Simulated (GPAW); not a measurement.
**Ga3Se: changing the functional**

The structure is cubic, space group Pm-3m (No. 221). Conventional cell: a = 4.432 Å, b = 4.432 Å, c = 4.432 Å, α = 90.00°, β = 90.00°, γ = 90.00°. Around Se (site symmetry m-3m) lie 12 Ga at 3.13 Å. Around Ga (site symmetry 4/mmm) lie 4 Se at 3.13 Å and 8 Ga at 3.13 Å.

The cell comes from a database or a generator and needn't be the stable form of this composition.

Kept alike: task band structure; k mesh 6 × 6 × 6; occupations fermi-dirac, width 0.05 eV; no spin polarisation. Program: GPAW, potentials by row: the program's PAW data sets (release 1.2.1) made for this functional (LDA); GPAW PAW data sets (gpaw-data 1.2.1) (PBE, r2SCAN on files made for PBE); PAW data sets generated for this functional (PBEsol), cutoff 600 eV. The mesh is that of the run's cell of 4 atoms. No spin-orbit coupling.

| run | pressure (GPa) |
| --- | --- |
| A | -3.87 |
| B | -5.17 |
| C | -2.15 |
| D | -0.85 |

Pressure is positive in compression; the values hold the error of the finite cutoff, so their zero can differ a little from the energy's minimum. For a metal such a mesh leaves the last digits unconverged.

Problem. The runs differ in the functional (and the potentials named above) alone: LDA; PBE; PBEsol; r2SCAN. Which run is which?

Solution. Run A is PBEsol; run B is LDA; run C is r2SCAN; run D is PBE. The pressure runs from -5.17 (LDA) to -0.85 GPa (PBE). From PBE: LDA -4.32; PBEsol -3.02; r2SCAN -1.30. A positive pressure means that the functional's own cell is larger than the one given, a negative one that it is smaller.
